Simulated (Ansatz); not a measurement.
GaPt$_{3}$:
Space group I4/mcm (No. 140); a = 5.497 Å, b = 5.497 Å, c = 7.928 Å, α = 90.00°, β = 90.00°, γ = 90.00°

| atom | site | symmetry | x | y | z |
|---|---|---|---|---|---|
| Ga | 4b | -42m | 0.0000 | 0.5000 | 0.2500 |
| Pt | 8h | m.2m | 0.2064 | 0.2936 | 0.0000 |
| Pt | 4a | 422 | 0.0000 | 0.0000 | 0.2500 |
(The calculation used a cell of 8 atoms; values per cell refer to that cell.)

This is the r²SCAN-relaxed structure.

Q: All from r²SCAN (plane waves, PAW; program Ansatz), unless another level is named. Predict the formation energy from the elements (no fitted shifts).

A: -0.48 eV/atom.

Q: What about the density of states at the Fermi level?

A: 0.55 states/eV per atom (mean over ±0.08 eV).

Q: Give the gap with spin–orbit coupling.

A: none (metallic).

The first step of the workflow began from a Materials Project structure, measured or hypothetical; the Crystallography Open Database copy checked does not list it. COD files the formula under space group No. 127, so this cell is another polymorph or a model. Whether it is the stable phase at ambient conditions was not checked. The cell was relaxed with r²SCAN under the symmetry of its start; whether a distortion lowers the energy is not shown. No spin polarisation was allowed. Axis ratios of metals converge slowly with the k-mesh, so a and c are less sure than the volume. The references are the lowest solids computed at this level, not always the standard phases. Spin–orbit coupling is left out wherever it is not named.

Potentials: the later of the program's two PAW sets.
